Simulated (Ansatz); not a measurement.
A generated cell, not matched to a known phase here, of YGa: Pnma (No. 62), oP8; a = 7.918 Å, b = 4.041 Å, c = 5.774 Å, α = 90.00°, β = 90.00°, γ = 90.00°; Y 4c (0.178, 0.250, 0.122); Ga 4c (0.039, 0.250, 0.628). Method: PBEsol (plane waves to 420 eV, PAW, scalar-relativistic; Ansatz, a quantum-chemistry and plane-wave program). Element references, the lowest calculated here: Y (R-3m, not the ambient form), Ga (Cmce).

Total energies (eV/atom, σ → 0; comparable only within this code, potentials and settings):

```json
[
 {"phase": "YGa (Pnma)", "E (eV/atom)": "-3769.834"},
 {"phase": "Y (R-3m)", "E (eV/atom)": "-3795.074"},
 {"phase": "Ga (Cmce)", "E (eV/atom)": "-3743.203"}
]
```

**Question.** What is the formation energy of this Pnma form of YGa from the elements?

**Answer.** E_f = -3769.834 − [1 × (-3795.074) + 1 × (-3743.203)] / 2 = -0.70 eV/atom (-1.4 eV per formula unit).

A lower structure of this composition may exist.

Static energies, no anion corrections, no zero-point energy. Values are rounded to 0.01 eV/atom. Not shown to be the ambient phase of their composition (a lower form may be missing, and a cell relaxed within its start's symmetry can be a saddle point): YGa (Pnma). The compounds carry no spin polarisation.
